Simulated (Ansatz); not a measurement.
**Ti5Si: how the plane-wave cutoff moves the results**

All numbers below come from Ansatz, DFT PBEsol, scalar-relativistic, plane waves, PAW.

```cif
data_structure
_symmetry_space_group_name_H-M 'P 1'
_symmetry_Int_Tables_number 1
_cell_length_a 5.3111
_cell_length_b 5.3111
_cell_length_c 5.3111
_cell_angle_alpha 56.720
_cell_angle_beta 56.720
_cell_angle_gamma 56.720
_cell_volume 97.91
loop_
_atom_site_label
_atom_site_type_symbol
_atom_site_fract_x
_atom_site_fract_y
_atom_site_fract_z
_atom_site_occupancy
Ti1 Ti 0.15144 0.15144 0.15144 1
Ti2 Ti 0.60535 0.39465 0.00000 1
Ti3 Ti 0.00000 0.60535 0.39465 1
Ti4 Ti 0.84856 0.84856 0.84856 1
Ti5 Ti 0.39465 0.00000 0.60535 1
Si1 Si 0.50000 0.50000 0.50000 1
```

| Quantity | Value |
| --- | --- |
| Γ-centred k-mesh | 12×12×12 |
| occupation rule | Gaussian smearing, 0.1 eV |
| spin treatment | unpolarised |
| valence charge of the PAW sets | Ti 12, Si 4 |

The atoms stay fixed while the plane-wave cutoff is varied. ΔE is the energy extrapolated to zero smearing, less that of the reference run (850 eV). The cell isn't necessarily relaxed at this level. Pressure is positive in compression and holds a correction for the finite cutoff (Pulay stress).

Times are rough; the reference took 3.4 min on 1 thread of AMD EPYC 7R43 64-Core Processor (Zen 3) (shared host), peak memory 1.5 GiB.

(1) One run gave ΔE = 4638 meV/atom and P = 2.51 GPa. Which plane-wave cutoff did it use, of 150, 200, 250, 300, 350, 380, 420, 460, 520, 600, 700?

Answers

(1) 200 eV. All runs:

```tsv
cutoff (eV)	ΔE (meV/atom)	P (GPa)	largest change of a force component (eV/Å)	plane waves at Γ	wall time (s)
150	19392	-29.55	1.930	399	32
200	4638	2.51	0.371	635	35
250	835	-4.84	0.040	893	41
300	120	-4.71	0.011	1171	56
350	9.97	-4.38	0.001	1465	57
380	2.21	-4.41	0.001	1635	72
420	1.09	-4.41	0.001	1911	120
460	0.88	-4.41	0.000	2199	92
520	0.56	-4.42	0.000	2645	100
600	0.35	-4.42	0.000	3287	180
700	0.12	-4.42	0.000	4117	200
850	0.00	-4.42	0.000	5457	200
```

1 further run of this set didn't finish or converge.